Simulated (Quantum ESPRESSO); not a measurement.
```
SrTe
1.0
    0.00000     3.35584     3.35584
    3.35584     0.00000     3.35584
    3.35584     3.35584     0.00000
Sr Te
1 1
Direct
  0.00000   0.00000   0.00000
  0.50000   0.50000   0.50000
```
Geometry: a computed entry of the Materials Project; it was not checked against measured cells. It is SrTe in Fm-3m; whether this form has been observed was not checked. Stability against distortions was not tested.

With PBE (σ by GIPAW in a modified build of Quantum ESPRESSO; JTH PAW datasets, 20 Ha):

| quantity | PBE |
|---|---|
| σ_iso Sr (ppm) | 2657.3 |
| σ_iso Te (ppm) | 3003.3 |

Shieldings are absolute and leave out the bulk-susceptibility term; a larger σ means a smaller chemical shift. By our sweeps, such settings leave a few ppm in absolute σ on light atoms and up to some 20 ppm from Zn on. No spin–orbit coupling; Te is the heaviest element present. No d partial waves on Te: the paramagnetic term there is incompletely reconstructed. Static lattice: thermal averaging is not included.

Task: What does the LDA, on its own JTH datasets and the same geometry, give?

Result: 
```json
[
 {"quantity": "σ_iso Sr (ppm)", "LDA": "2602.7", "LDA − PBE": "-54.7"},
 {"quantity": "σ_iso Te (ppm)", "LDA": "2752.3", "LDA − PBE": "-250.9"}
]
```
